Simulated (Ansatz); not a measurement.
CrGe:
```
CELL_PARAMETERS angstrom
     -1.64173     1.64173     5.24067
      1.64173    -1.64173     5.24067
      1.64173     1.64173    -5.24067
ATOMIC_POSITIONS crystal
  Cr 0.99490 0.99490 0.00000
  Cr 0.74490 0.24490 0.50000
  Ge 0.42110 0.42110 0.00000
  Ge 0.17110 0.67110 0.50000
```

Relaxed with PBE. Special points in fractions of this cell's reciprocal vectors: Γ (0.000, 0.000, 0.000); X (0.000, 0.000, 0.500); P (0.250, 0.250, 0.250); N (0.000, 0.500, 0.000); M (0.500, 0.500, -0.500); S (0.275, 0.725, -0.275); S0 (-0.275, 0.275, 0.275); R (-0.049, 0.049, 0.500); G (0.500, 0.500, -0.049).

### Question
List the band energies nearest the Fermi level at these points for the program Ansatz at the PBE level (PAW).

### Answer
In eV from the Fermi level; about four levels below and three above (degenerate sets whole), none deeper than 8.9 eV; points with the same levels are listed once.

```
k                          below                above
-  -----------------------------  -------------------
Γ  -0.98 -0.98 -0.89 -0.50 -0.50       0.05 0.35 1.74
X        -1.36 -1.36 -0.75 -0.75  0.90 0.90 1.24 1.24
P        -1.36 -1.36 -0.75 -0.75  0.91 0.91 1.21 1.21
N        -1.21 -0.79 -0.73 -0.17       0.56 0.71 0.86
M        -1.65 -1.65 -1.37 -1.37  0.20 0.20 0.77 0.77
S        -1.15 -1.04 -0.68 -0.29       0.65 0.70 0.85
R        -1.34 -1.34 -0.78 -0.78  0.89 0.89 1.29 1.29
```

Space group I4_1md. The cell is a constructed one: a structure type filled with these elements; neither database checked (COD, Materials Project) lists it. Whether it is the stable phase at ambient conditions was not checked. The PBE relaxation kept the symmetry of its start; its stability against distortions is not shown here. The workflow began spin-polarised and lost its moments. Scalar-relativistic: spin–orbit coupling is off unless named, which matters more the heavier the elements.

Potentials: the later of the program's two PAW sets.
